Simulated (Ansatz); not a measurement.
The relaxed structure here is a generated cell of Ir: the first start was made by a random draw of sites in a space group, and the end was not matched to a known phase here, so it may be hypothetical. Known forms of Ir include space group No. 225.

A relaxed cell of Ir (Pm-3m (No. 221)), relaxed on a k-mesh at least as fine as the one used below. These are PBEsol (plane waves to 420 eV, PAW, scalar-relativistic; Ansatz, a quantum-chemistry and plane-wave program) values and carry that method's errors. Γ-centred k-mesh 13×13×7 on the run's cell (coarser than for final values), Fermi–Dirac smearing 0.05 eV.

```yaml
crystal:
  lattice:
    - [2.54053, 0.00000, 0.00000]
    - [0.00000, 2.54053, 0.00000]
    - [0.00000, 0.00000, 5.08107]
  atoms:
    - { symbol: Ir, position: [0.50000, 0.50000, 0.25000] }
    - { symbol: Ir, position: [0.50000, 0.50000, 0.75000] }
```

The atoms are displaced by (Å):

```tsv
atom	ux	uy	uz
Ir1	-0.166	-0.060	0.086
Ir2	-0.004	0.091	-0.147
```

Q: What forces (eV/Å) and pressure result?

A: 
```csv
atom,Fx,Fy,Fz
Ir1,-0.07,-0.06,-2.03
Ir2,0.07,0.06,2.03
```

Pressure +7.6 GPa.

Q: Estimate the energy cost of the displacement in the harmonic approximation and compare with the calculation.

A: For a harmonic well ΔE = −½ Σ F·u = 0.225 eV a cell, or 113 meV/atom. The calculated energy relative to the undisplaced cell is +0.07 eV/atom, so anharmonic terms matter at this amplitude.

The undisplaced cell is probably no minimum: from this displacement the run went on to I4/mmm (No. 139), 0.67 eV/atom below it.

No spin polarisation in the result.
